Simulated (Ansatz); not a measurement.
## BN and a variant

Base: a structure deposited in the COD, whose atoms a relaxation with PBE at fixed cell left in place.

```
B N
1.0
     2.54000    0.00000    0.00000
    -1.27000    2.19970    0.00000
     0.00000    0.00000    6.59800
B N
2 2
Direct
  0.33333 0.66667 0.25000
  0.66667 0.33333 0.75000
  0.33333 0.66667 0.75000
  0.66667 0.33333 0.25000
```

Sites (sets of like atoms) are named by element and the number of their first atom in this list.

Level of theory: DFT, PBE, plane waves and PAW, scalar-relativistic, 420 eV cutoff, Γ-centred 13×13×5 k-points, Fermi–Dirac smearing 0.02 eV (Ansatz 0.2.0).

Gradients in 10²¹ V/m²:

| site | atoms | V_zz base | η base | V_zz variant | η variant |
| --- | --- | --- | --- | --- | --- |
| B | 1, 2 | 2.74 | 0.00 | 2.74 | 0.00 |
| N | 3, 4 | -0.78 | 0.00 | -0.76 | 0.00 |

Problem. Which change was made?
A. volume scaled by 1.06, ions relaxed
B. z stretched by 1 %, ions relaxed
C. z compressed by 1 %, ions relaxed
D. volume scaled by 0.98, ions relaxed

Solution. B. No V_zz moves by more than 0.02. In per cent, |V_zz| changes by 0 on B, -2 on N (all sites that start above 0.5).

For the base: At this cell the PBE pressure is -6 GPa (principal stresses up to 11 GPa in size), so it isn't the equilibrium cell of PBE. The entry's cell may itself be off.
For the variant: At this changed cell the PBE pressure is -6 GPa.
